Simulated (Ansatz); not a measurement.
Run on BAs (zincblende type): DFT, r2SCAN, PAW with Ansatz's default frozen-core files, scalar-relativistic (Ansatz 0.2.0). This run: cell relaxed at zero pressure.

The start is a guessed cell of a prototype that needn't be stable.

Command: `ansatz run input.yaml --threads 1 --pin off --max-ram 2048MiB --backend cpu --events-out ev --progress --plain --runs-dir out` It took 27 s on 1 thread of Arm Neoverse V2 (shared host), peak memory 0.42 GiB.

```yaml
crystal:
  lattice:
    - [0.0, 2.4061959241, 2.4061959241]
    - [2.4061959241, 0.0, 2.4061959241]
    - [2.4061959241, 2.4061959241, 0.0]
  atoms:
    - { symbol: B, position: [0.0, 0.0, 0.0] }
    - { symbol: As, position: [0.25, 0.25, 0.25] }
kpoints:
  mp_grid: { grid: [15, 15, 15] }
scf:
  occupations: { method: fermi_dirac, width: 0.1 }
hamiltonian:
  xc: r2scan
  pseudopotentials: { kind: paw }
output:
  forces: true
  stress: true
relax:
  f_tol: 0.005
  max_steps: 40
  cell: {}
```

Output:

```
Engine: ansatz 0.2.0
Pseudopotentials: kind: paw
Pseudopotential: B, paw, valence charge 3, recommended cutoff 500 eV (meta_gga), B.paw.azcp
Pseudopotential: As, paw, valence charge 15, recommended cutoff 500 eV (meta_gga), As.paw.azcp
Functional definition: r2SCAN
  parameter k0 = 0.174
  parameter k1 = 0.065
  parameter a1 = 4.9479
  exchange = r2scan_x(k0 = k0, k1 = k1, a1 = a1)
  correlation = r2scan_c
Crystal: 2 atoms, lattice volume = 27.863 Å³
Basis set: ecut = 500 eV, 725 PW (Γ), exchange–correlation on 100×100×100 points (64 copies of the dense FFT grid, shifted against one another)
Bands: 13, of which v1, the nominal top of the filled ones, is band 9 counted from 1 (8 counted from 0)
Symmetry: 24 space group operations
Space group: F-43m (ITA 216), of the structure as read, at distance tolerance 3.0e-5 Å
k-points: 120 of 3375 (time reversal used)
Non-local potential: B, projectors of the file, l = 0: 2, l = 1: 2, l = 2: 1
Non-local potential: As, projectors of the file, l = 0: 2, l = 1: 2, l = 2: 3, l = 3: 1
PAW form: soft (Blöchl's): semilocal exchange-correlation on the pseudo side does not see the compensation charge
PAW frozen core: B, regenerated for the run's functional (the file was generated under x = pbe(κ = 0.804, μ = 0.2195149727645171), c = pbe(β = 0.06672455060314922))
PAW frozen core: As, regenerated for the run's functional (the file was generated under x = pbe(κ = 0.804, μ = 0.2195149727645171), c = pbe(β = 0.06672455060314922))
PAW one-centre angular grid: B, 302 points (default); XC on 160 Gauss nodes
PAW one-centre angular grid: As, 590 points (default); XC on 160 Gauss nodes
Initial density: superposition of atomic densities (neutral atoms: chi_scale 0, normalization atom), corrected by the library's trained network
Initial wavefunctions: pseudopotential atomic-orbital guess
Functional: x = r2scan, c = r2scan; τ floored in thin density (d = 2e-4 eV/Å³)
SCF iter   1: F=—  HF=-5021.315249 eV  |F-HF|=—  |Δ(HF+E_count)|=         —  Δρ=5.87e-3  dr2=1.08e-2  dr2_τ=8.91e-2  ethr=1.77e-3  ⟨swp⟩=5.2  Hψ=9046  notcnv=0
preconditioner: auto → none  [insulator: Δε(μ)=1.362 eV  Ē_g=13.012 eV  σ=0.100 eV  W_gap=1.00  n_scr=8 (ndim 8)  ℏωp=19.9 eV  f_vac=0.001  D(μ)=0.00/eV (n_scr^D=0)  ε∞_Penn≈3.3]
SCF iter   2: F=—  HF=-5021.338182 eV  |F-HF|=—  |Δ(HF+E_count)|=   2.29e-2  Δρ=2.38e-3  dr2=8.65e-4  dr2_τ=1.17e-4  ethr=6.01e-5  ⟨swp⟩=2.0  Hψ=4080  notcnv=0
SCF iter   3: F=—  HF=-5021.338237 eV  |F-HF|=—  |Δ(HF+E_count)|=   5.50e-5  Δρ=1.29e-3  dr2=2.05e-4  dr2_τ=3.05e-6  ethr=4.81e-6  ⟨swp⟩=2.0  Hψ=2640  notcnv=0
SCF iter   4: F=—  HF=-5021.338298 eV  |F-HF|=—  |Δ(HF+E_count)|=   6.03e-5  Δρ=1.20e-4  dr2=2.03e-6  dr2_τ=9.77e-8  ethr=1.14e-6  ⟨swp⟩=1.0  Hψ=1560  notcnv=0
SCF iter   5: F=—  HF=-5021.338298 eV  |F-HF|=—  |Δ(HF+E_count)|=   2.04e-7  Δρ=1.90e-5  dr2=5.05e-8  dr2_τ=2.69e-9  ethr=1.13e-8  ⟨swp⟩=2.0  Hψ=1930  notcnv=0
SCF iter   6: F=-5021.338298 eV  HF=-5021.338298 eV  |F-HF|=1.91e-9  |Δ(HF+E_count)|=   4.98e-9  Δρ=7.53e-6  dr2=1.00e-8  dr2_τ=2.96e-10  ethr=2.80e-10  ⟨swp⟩=2.0  Hψ=5153  notcnv=0
SCF 1 converged in 6 iterations: F = -5021.338298 eV  dr2 = 1.00e-8
  greatest PAW one-centre occupation: 0.999 electrons in one spin orbital (limit 2), on the As atom at site 1 (counted from 0), in its partial waves of l = 2
relax step   1: F+E_penalty+E_count = -5021.33829791 eV  Δ(F+E_penalty+E_count) = +0.000e0 eV  max|allowed force component| = 3.114e-16 eV/Å  Δτ_max = 0.0000 Å  P = -2.423 GPa  Ω = 27.863 Å³  (6 SCF iters, dr2 threshold 1.00e-7 eV, accepted)
Crystal: 2 atoms, lattice volume = 27.486 Å³
Initial density: handed on by an earlier stage of this run
Initial wavefunctions: those handed on with the density
iter 1 solved again at ethr=7.81e-6 eV; its pass at ethr=3.10e-3 eV (dr2=1.41e-3 eV) is discarded
SCF iter   1: F=—  HF=-5021.341440 eV  |F-HF|=—  |Δ(HF+E_count)|=         —  Δρ=1.82e-3  dr2=1.35e-3  dr2_τ=3.36e-4  ethr=7.81e-6  ⟨swp⟩=1.0  Hψ=9171  notcnv=0
preconditioner: auto → none  [insulator: Δε(μ)=1.384 eV  Ē_g=13.098 eV  σ=0.100 eV  W_gap=1.00  n_scr=8 (ndim 8)  ℏωp=20.0 eV  f_vac=0.001  D(μ)=0.00/eV (n_scr^D=0)  ε∞_Penn≈3.3]
SCF iter   2: F=—  HF=-5021.341918 eV  |F-HF|=—  |Δ(HF+E_count)|=   4.78e-4  Δρ=4.44e-4  dr2=6.79e-5  dr2_τ=6.92e-6  ethr=7.49e-6  ⟨swp⟩=2.0  Hψ=1918  notcnv=0
SCF iter   3: F=—  HF=-5021.341914 eV  |F-HF|=—  |Δ(HF+E_count)|=   4.07e-6  Δρ=1.67e-4  dr2=8.25e-6  dr2_τ=3.50e-7  ethr=3.77e-7  ⟨swp⟩=2.9  Hψ=2733  notcnv=0
SCF iter   4: F=—  HF=-5021.341914 eV  |F-HF|=—  |Δ(HF+E_count)|=   3.42e-7  Δρ=3.70e-5  dr2=3.34e-7  dr2_τ=7.80e-9  ethr=4.58e-8  ⟨swp⟩=3.0  Hψ=2676  notcnv=0
SCF iter   5: F=-5021.341914 eV  HF=-5021.341914 eV  |F-HF|=1.27e-8  |Δ(HF+E_count)|=   3.93e-9  Δρ=1.09e-5  dr2=1.46e-8  dr2_τ=4.89e-10  ethr=1.11e-9  ⟨swp⟩=4.0  Hψ=4680  notcnv=0
SCF 2 converged in 5 iterations: F = -5021.341914 eV  dr2 = 1.46e-8
relax step   2: F+E_penalty+E_count = -5021.34191393 eV  Δ(F+E_penalty+E_count) = -3.616e-3 eV  max|allowed force component| = 4.944e-17 eV/Å  Δτ_max = 0.0000 Å  P = -0.588 GPa  Ω = 27.486 Å³  energy of the carried Pulay correction = +5.142e-5 eV  (5 SCF iters, dr2 threshold 2.00e-7 eV, accepted)
Crystal: 2 atoms, lattice volume = 27.368 Å³
iter 1 solved again at ethr=7.98e-7 eV; its pass at ethr=3.10e-3 eV (dr2=1.44e-4 eV) is discarded
SCF iter   1: F=—  HF=-5021.342093 eV  |F-HF|=—  |Δ(HF+E_count)|=         —  Δρ=5.84e-4  dr2=1.38e-4  dr2_τ=3.44e-5  ethr=7.98e-7  ⟨swp⟩=1.0  Hψ=8795  notcnv=0
preconditioner: auto → none  [insulator: Δε(μ)=1.376 eV  Ē_g=13.131 eV  σ=0.100 eV  W_gap=1.00  n_scr=8 (ndim 8)  ℏωp=20.1 eV  f_vac=0.001  D(μ)=0.00/eV (n_scr^D=0)  ε∞_Penn≈3.3]
SCF iter   2: F=—  HF=-5021.342143 eV  |F-HF|=—  |Δ(HF+E_count)|=   5.00e-5  Δρ=1.44e-4  dr2=7.07e-6  dr2_τ=6.89e-7  ethr=7.65e-7  ⟨swp⟩=2.0  Hψ=1918  notcnv=0
SCF iter   3: F=—  HF=-5021.342143 eV  |F-HF|=—  |Δ(HF+E_count)|=   3.45e-7  Δρ=5.46e-5  dr2=8.51e-7  dr2_τ=3.71e-8  ethr=3.93e-8  ⟨swp⟩=2.9  Hψ=2734  notcnv=0
SCF iter   4: F=-5021.342143 eV  HF=-5021.342143 eV  |F-HF|=1.39e-8  |Δ(HF+E_count)|=   6.75e-8  Δρ=1.22e-5  dr2=3.53e-8  dr2_τ=8.52e-10  ethr=1.11e-9  ⟨swp⟩=4.4  Hψ=4726  notcnv=0
SCF 3 converged in 4 iterations: F = -5021.342143 eV  dr2 = 3.53e-8
relax step   3: F+E_penalty+E_count = -5021.34214293 eV  Δ(F+E_penalty+E_count) = -2.290e-4 eV  max|allowed force component| = 3.990e-17 eV/Å  Δτ_max = 0.0000 Å  P = +0.016 GPa  Ω = 27.368 Å³  energy of the carried Pulay correction = +6.774e-5 eV  (4 SCF iters, dr2 threshold 2.00e-7 eV, accepted)
Initial wavefunctions: pseudopotential atomic-orbital guess (no wavefunctions were taken with the density)
iter 1 solved again at ethr=1.77e-8 eV; its pass at ethr=3.10e-3 eV (dr2=3.19e-6 eV) is discarded
SCF iter   1: F=—  HF=-5021.342080 eV  |F-HF|=—  |Δ(HF+E_count)|=         —  Δρ=1.59e-5  dr2=3.88e-8  dr2_τ=1.37e-8  ethr=1.77e-8  ⟨swp⟩=2.9  Hψ=12690  notcnv=0
preconditioner: auto → none  [insulator: Δε(μ)=1.375 eV  Ē_g=13.129 eV  σ=0.100 eV  W_gap=1.00  n_scr=8 (ndim 8)  ℏωp=20.1 eV  f_vac=0.002  D(μ)=0.00/eV (n_scr^D=0)  ε∞_Penn≈3.3]
SCF iter   2: F=—  HF=-5021.342079 eV  |F-HF|=—  |Δ(HF+E_count)|=   6.86e-7  Δρ=7.94e-6  dr2=7.01e-9  dr2_τ=1.89e-9  ethr=2.15e-10  ⟨swp⟩=2.0  Hψ=2640  notcnv=0
SCF iter   3: F=—  HF=-5021.342079 eV  |F-HF|=—  |Δ(HF+E_count)|=   8.18e-9  Δρ=3.85e-6  dr2=1.51e-9  dr2_τ=2.07e-10  ethr=3.89e-11  ⟨swp⟩=2.0  Hψ=2044  notcnv=0
SCF iter   4: F=—  HF=-5021.342079 eV  |F-HF|=—  |Δ(HF+E_count)|=   2.95e-9  Δρ=3.00e-7  dr2=2.08e-11  dr2_τ=1.86e-12  ethr=8.37e-12  ⟨swp⟩=2.0  Hψ=2040  notcnv=0
SCF iter   5: F=-5021.342079 eV  HF=-5021.342079 eV  |F-HF|=3.64e-12  |Δ(HF+E_count)|=  3.64e-12  Δρ=8.68e-8  dr2=6.92e-13  dr2_τ=3.45e-14  ethr=1.00e-12  ⟨swp⟩=5.0  Hψ=5708  notcnv=0
SCF 4 converged in 5 iterations: F = -5021.342079 eV  dr2 = 6.92e-13
relax step   4: F+E_penalty+E_count = -5021.34207895 eV  Δ(F+E_penalty+E_count) = +6.398e-5 eV  max|allowed force component| = 6.968e-17 eV/Å  Δτ_max = 0.0000 Å  P = +0.014 GPa  Ω = 27.368 Å³  stress off target by 1.40e-2 GPa  SCF on the basis re-selected at this cell (its energy is not comparable with the rows above)  (5 SCF iters)
basis re-selected at this cell: Δ(F+E_penalty+E_count) = +6.398e-5 eV, ΔP = -0.002 GPa vs the last step (what re-selecting the basis moved, of the pressure what is left beyond the Pulay correction that the steps carried, after the strain that the cell walked since its last selection, with what the two solves' SCF thresholds leave and, on support functions, any second-order correction that the steps lacked; it is no measure of the basis error at this ecutwfc). This SCF's stress stands 1.40e-2 GPa from its target on what of the cell is left free (relax.cell.stress_tol is 5.00e-2 GPa) and its largest allowed force component is 6.97e-17 eV/Å (relax.f_tol is 5.00e-3 eV/Å): within both
SCF converged after 5 iterations
Free energy (F): -5021.342079 eV
Harris-Foulkes:  -5021.342079 eV  (|F-HF|=3.64e-12)
Internal energy: -5021.342065 eV  (E = F + TS)
E sigma→0 (E₀):  -5021.342072 eV
Entropy (-TS):   -0.000014 eV (-0.007 meV/atom)
Fermi energy:    11.637622 eV
--- Per-component energies (eV) ---
  E_band       = -223.668259
  E_kinetic    = 151.409952
  E_local      = -1698.027401  (includes V_loc(G=0)·N_el)
  E_nonlocal   = -657.626530
  E_hartree    = 942.492343
  E_xc         = -105.606029
  E_vxc        = -125.552767  (∫ρ·V_xc dr)
  E_paw        = -1929.155655  (= ΣΔE_a)
  E_vpaw       = 214.896246  (= ΣTr[D̂ρ^β])
  E_aug_tail   = -0.000007  (compensation charges beyond the density's cutoff)
  E_vtau       = 6.247566  (kinetic-family band-sum trace: ∫τ·v_τ [+ j·A + Jᵃ·Aᵃ] dr)
  E_ewald      = -1723.352889
  E_core_change = -1.475850  (= ΣΔE_core)
  E_smearing   = -0.000014  (= −TS)
  E_closure    = -0.000000  (closes the sum)
  Σ components = -5021.342079   (vs F -5021.342079, Δ=0.00e0)
--- Forces (eV/Å), atoms counted from 1 ---
  atom   1  B      0.00000000     0.00000000    -0.00000000
  atom   2  As    -0.00000000    -0.00000000    -0.00000000
  max |Σ_I F_I| component: 1.20e-16 eV/Å
--- Stress (GPa, compression-positive) ---
        0.014038       0.000000       0.000000
       -0.000000       0.014038      -0.000000
       -0.000000       0.000000       0.014038
  P = ⅓ Tr σ = 0.0140 GPa (0.140 kbar)
--- Relaxed structure (3 steps of the walk, 3 accepted, 1 SCFs on fresh bases) ---
  F+E_penalty+E_count = -5021.34207895 eV   max|allowed force component| = 6.968e-17 eV/Å   (the final SCF, on the basis selected at the relaxed cell)
  cell:  # Å, volume = 27.3675 Å³
    - [-9.394592185651245e-34, 2.391856947834971, 2.391856947834971]
    - [2.391856947834971, 3.0349309670934354e-33, 2.391856947834971]
    - [2.391856947834971, 2.391856947834971, 1.834333931842412e-33]
  atoms:
    - { symbol: B, position: [-5.73675304540263e-34, 6.936317539045726e-34, 6.13695527438521e-34] }
    - { symbol: As, position: [0.25, 0.25, 0.25] }
```

Next run (the series' base cell), as changes to the input before:

```diff
   lattice:
-    - [0.0, 2.4061959241, 2.4061959241]
-    - [2.4061959241, 0.0, 2.4061959241]
-    - [2.4061959241, 2.4061959241, 0.0]
+    - [0.0, 2.3918569478, 2.3918569478]
+    - [2.3918569478, 0.0, 2.3918569478]
+    - [2.3918569478, 2.3918569478, 0.0]
   atoms:
   mp_grid: { grid: [15, 15, 15] }
+  band_path:
+    path:
+      - [0.0, 0.0, 0.0]
+      - [-0.5, -0.5, 0.0]
+      - [-0.375, -0.375, 0.25]
+      - [-0.375, 0.0, 0.375]
+      - [0.0, 0.0, 0.0]
+      - [0.0, 0.0, 0.5]
+      - [-0.5, -0.25, 0.25]
+      - [-0.5, -0.5, 0.0]
+    npoints: 8
 scf:
   stress: true
-relax:
-  f_tol: 0.005
-  max_steps: 40
-  cell: {}
+  eigenvalues: true
+  populations: true
+  dos: { projected: true, de: 0.2, e_range: [-14, 8] }
+  write_density: true
+  write_potential: true
+  elf: true
+  volumetric_format: npy
```

Results part of the output:

```
SCF 1 converged in 6 iterations: F = -5021.342079 eV  dr2 = 1.07e-8
  greatest PAW one-centre occupation: 0.999 electrons in one spin orbital (limit 2), on the As atom at site 1 (counted from 0), in its partial waves of l = 2
NSCF: frozen V_eff on 57 k-points
SCF converged after 6 iterations
Free energy (F): -5021.342079 eV
Harris-Foulkes:  -5021.342079 eV  (|F-HF|=3.93e-10)
Internal energy: -5021.342065 eV  (E = F + TS)
E sigma→0 (E₀):  -5021.342072 eV
Entropy (-TS):   -0.000014 eV (-0.007 meV/atom)
Fermi energy:    11.637624 eV
--- Per-component energies (eV) ---
  E_band       = -223.667109
  E_kinetic    = 151.410070
  E_local      = -1698.026648  (includes V_loc(G=0)·N_el)
  E_nonlocal   = -657.626206
  E_hartree    = 942.491410
  E_xc         = -105.605991
  E_vxc        = -125.552714  (∫ρ·V_xc dr)
  E_paw        = -1929.155955  (= ΣΔE_a)
  E_vpaw       = 214.896429  (= ΣTr[D̂ρ^β])
  E_aug_tail   = -0.000007  (compensation charges beyond the density's cutoff)
  E_vtau       = 6.247562  (kinetic-family band-sum trace: ∫τ·v_τ [+ j·A + Jᵃ·Aᵃ] dr)
  E_ewald      = -1723.352889
  E_core_change = -1.475850  (= ΣΔE_core)
  E_smearing   = -0.000014  (= −TS)
  E_closure    = -0.000000  (closes the sum)
  Σ components = -5021.342079   (vs F -5021.342079, Δ=0.00e0)
--- Forces (eV/Å), atoms counted from 1 ---
  atom   1  B      0.00000000     0.00000000     0.00000000
  atom   2  As     0.00000000    -0.00000000    -0.00000000
  max |Σ_I F_I| component: 5.26e-16 eV/Å
--- Stress (GPa, compression-positive) ---
        0.013245       0.000000      -0.000000
       -0.000000       0.013245       0.000000
       -0.000000       0.000000       0.013245
  P = ⅓ Tr σ = 0.0132 GPa (0.132 kbar)
--- Band table (eV; the first three rows and the last of 120) ---
  k-point 0: bands = ["-25.6426", "-25.6426", "-25.6426", "-25.6141", "-25.6141", "-5.1544", "10.9700", "10.9700", "10.9700", "14.4070", "14.4070", "14.4070", "16.0329"]
  k-point 1: bands = ["-25.6425", "-25.6423", "-25.6423", "-25.6141", "-25.6141", "-5.0777", "10.2194", "10.8153", "10.8153", "14.5887", "14.6107", "14.6107", "16.4420"]
  k-point 2: bands = ["-25.6420", "-25.6412", "-25.6412", "-25.6140", "-25.6140", "-4.8493", "8.6975", "10.4535", "10.4535", "14.6038", "15.0886", "15.0886", "17.5007"]
  k-point 119: bands = ["-25.6395", "-25.6341", "-25.6254", "-25.6171", "-25.6106", "-0.6042", "2.4071", "5.0919", "5.8503", "16.1921", "17.4564", "18.2771", "18.7800"]
--- Löwdin populations: 2 sites ---
  site symbol       q [e]
     0      B      3.5738
     1     As     14.3851
  spilling = 0.002283 (of n_electrons = 18.000000)
```

Next run (volume at 0.95 of the series' base cell), as changes to the input before:

```diff
   lattice:
-    - [0.0, 2.3918569478, 2.3918569478]
-    - [2.3918569478, 0.0, 2.3918569478]
-    - [2.3918569478, 2.3918569478, 0.0]
+    - [0.0, 2.3513091663, 2.3513091663]
+    - [2.3513091663, 0.0, 2.3513091663]
+    - [2.3513091663, 2.3513091663, 0.0]
   atoms:
   mp_grid: { grid: [15, 15, 15] }
-  band_path:
-    path:
-      - [0.0, 0.0, 0.0]
-      - [-0.5, -0.5, 0.0]
-      - [-0.375, -0.375, 0.25]
-      - [-0.375, 0.0, 0.375]
-      - [0.0, 0.0, 0.0]
-      - [0.0, 0.0, 0.5]
-      - [-0.5, -0.25, 0.25]
-      - [-0.5, -0.5, 0.0]
-    npoints: 8
 scf:
   populations: true
-  dos: { projected: true, de: 0.2, e_range: [-14, 8] }
-  write_density: true
-  write_potential: true
-  elf: true
-  volumetric_format: npy
```

Command: `ansatz run input.yaml --threads 1 --pin off --max-ram 2048MiB --backend cpu --events-out ev --progress --plain --runs-dir out` It took 8 s on 1 thread of Arm Neoverse V2, on a shared host, peak memory 0.4 GiB.

Results part of the output:

```
SCF 1 converged in 6 iterations: F = -5021.309151 eV  dr2 = 4.29e-9
  greatest PAW one-centre occupation: 0.999 electrons in one spin orbital (limit 2), on the As atom at site 1 (counted from 0), in its partial waves of l = 2
SCF converged after 6 iterations
Free energy (F): -5021.309151 eV
Harris-Foulkes:  -5021.309151 eV  (|F-HF|=9.35e-10)
Internal energy: -5021.309134 eV  (E = F + TS)
E sigma→0 (E₀):  -5021.309142 eV
Entropy (-TS):   -0.000017 eV (-0.009 meV/atom)
Fermi energy:    12.451919 eV
--- Per-component energies (eV) ---
  E_band       = -211.130327
  E_kinetic    = 153.776915
  E_local      = -1652.863443  (includes V_loc(G=0)·N_el)
  E_nonlocal   = -657.515750
  E_hartree    = 925.515242
  E_xc         = -106.479922
  E_vxc        = -126.792370  (∫ρ·V_xc dr)
  E_paw        = -1929.194611  (= ΣΔE_a)
  E_vpaw       = 214.945254  (= ΣTr[D̂ρ^β])
  E_aug_tail   = -0.000006  (compensation charges beyond the density's cutoff)
  E_vtau       = 6.287560  (kinetic-family band-sum trace: ∫τ·v_τ [+ j·A + Jᵃ·Aᵃ] dr)
  E_ewald      = -1753.071710
  E_core_change = -1.475850  (= ΣΔE_core)
  E_smearing   = -0.000017  (= −TS)
  E_closure    = -0.000000  (closes the sum)
  Σ components = -5021.309151   (vs F -5021.309151, Δ=0.00e0)
--- Forces (eV/Å), atoms counted from 1 ---
  atom   1  B      0.00000000    -0.00000000    -0.00000000
  atom   2  As     0.00000000    -0.00000000    -0.00000000
  max |Σ_I F_I| component: 4.22e-16 eV/Å
--- Stress (GPa, compression-positive) ---
        8.034369       0.000000      -0.000000
        0.000000       8.034369       0.000000
       -0.000000       0.000000       8.034369
  P = ⅓ Tr σ = 8.0344 GPa (80.344 kbar)
--- Band table (eV; the first three rows and the last of 120) ---
  k-point 0: bands = ["-24.8809", "-24.8809", "-24.8809", "-24.8472", "-24.8472", "-4.8092", "11.8124", "11.8124", "11.8124", "15.3097", "15.3097", "15.3097", "17.5651"]
  k-point 1: bands = ["-24.8807", "-24.8804", "-24.8804", "-24.8472", "-24.8472", "-4.7290", "11.0453", "11.6478", "11.6478", "15.5256", "15.5256", "15.5397", "17.9260"]
  k-point 2: bands = ["-24.8802", "-24.8791", "-24.8791", "-24.8471", "-24.8471", "-4.4897", "9.4768", "11.2655", "11.2655", "15.6519", "16.0278", "16.0278", "18.8824"]
  k-point 119: bands = ["-24.8769", "-24.8705", "-24.8599", "-24.8511", "-24.8431", "0.0439", "2.9970", "5.5938", "6.3948", "17.0903", "18.4940", "19.3580", "19.9005"]
--- Löwdin populations: 2 sites ---
  site symbol       q [e]
     0      B      3.6105
     1     As     14.3477
  spilling = 0.002321 (of n_electrons = 18.000000)
```

Next run (volume at 0.85 of the series' base cell), as changes to the input before:

```diff
   lattice:
-    - [0.0, 2.3513091663, 2.3513091663]
-    - [2.3513091663, 0.0, 2.3513091663]
-    - [2.3513091663, 2.3513091663, 0.0]
+    - [0.0, 2.2657301146, 2.2657301146]
+    - [2.2657301146, 0.0, 2.2657301146]
+    - [2.2657301146, 2.2657301146, 0.0]
   atoms:
```

Command: `ansatz run input.yaml --threads 1 --pin off --max-ram 2048MiB --backend cpu --events-out ev --progress --plain --runs-dir out` It took 7.1 s on 1 thread of Arm Neoverse V2, with other jobs on the host, peak memory 0.39 GiB.

Results part of the output:

```
SCF 1 converged in 6 iterations: F = -5020.986785 eV  dr2 = 1.33e-9
  greatest PAW one-centre occupation: 0.999 electrons in one spin orbital (limit 2), on the As atom at site 1 (counted from 0), in its partial waves of l = 2
SCF converged after 6 iterations
Free energy (F): -5020.986785 eV
Harris-Foulkes:  -5020.986785 eV  (|F-HF|=3.44e-9)
Internal energy: -5020.986758 eV  (E = F + TS)
E sigma→0 (E₀):  -5020.986771 eV
Entropy (-TS):   -0.000027 eV (-0.014 meV/atom)
Fermi energy:    14.345885 eV
--- Per-component energies (eV) ---
  E_band       = -182.149802
  E_kinetic    = 159.358829
  E_local      = -1553.098994  (includes V_loc(G=0)·N_el)
  E_nonlocal   = -657.206999
  E_hartree    = 888.448951
  E_xc         = -108.497193
  E_vxc        = -129.680134  (∫ρ·V_xc dr)
  E_paw        = -1929.228388  (= ΣΔE_a)
  E_vpaw       = 215.188118  (= ΣTr[D̂ρ^β])
  E_aug_tail   = -0.000009  (compensation charges beyond the density's cutoff)
  E_vtau       = 6.391358  (kinetic-family band-sum trace: ∫τ·v_τ [+ j·A + Jᵃ·Aᵃ] dr)
  E_ewald      = -1819.287105
  E_core_change = -1.475850  (= ΣΔE_core)
  E_smearing   = -0.000027  (= −TS)
  E_closure    = 0.000000  (closes the sum)
  Σ components = -5020.986785   (vs F -5020.986785, Δ=0.00e0)
--- Forces (eV/Å), atoms counted from 1 ---
  atom   1  B      0.00000000    -0.00000000     0.00000000
  atom   2  As     0.00000000    -0.00000000    -0.00000000
  max |Σ_I F_I| component: 4.28e-16 eV/Å
--- Stress (GPa, compression-positive) ---
       31.719949       0.000000      -0.000000
        0.000000      31.719949       0.000000
       -0.000000       0.000000      31.719949
  P = ⅓ Tr σ = 31.7199 GPa (317.199 kbar)
--- Band table (eV; the first three rows and the last of 120) ---
  k-point 0: bands = ["-23.1314", "-23.1314", "-23.1314", "-23.0837", "-23.0837", "-4.0024", "13.7728", "13.7728", "13.7728", "17.4203", "17.4203", "17.4203", "21.0632"]
  k-point 1: bands = ["-23.1311", "-23.1307", "-23.1307", "-23.0837", "-23.0837", "-3.9142", "12.9576", "13.5860", "13.5860", "17.6635", "17.6635", "17.7343", "21.3404"]
  k-point 2: bands = ["-23.1303", "-23.1287", "-23.1287", "-23.0836", "-23.0836", "-3.6507", "11.2766", "13.1576", "13.1576", "18.0344", "18.2199", "18.2199", "22.0753"]
  k-point 119: bands = ["-23.1250", "-23.1155", "-23.0993", "-23.0900", "-23.0776", "1.5489", "4.3838", "6.7649", "7.6660", "19.1283", "20.8781", "21.8568", "22.5192"]
--- Löwdin populations: 2 sites ---
  site symbol       q [e]
     0      B      3.6941
     1     As     14.2627
  spilling = 0.002400 (of n_electrons = 18.000000)
```

The PAW files were made under PBE.
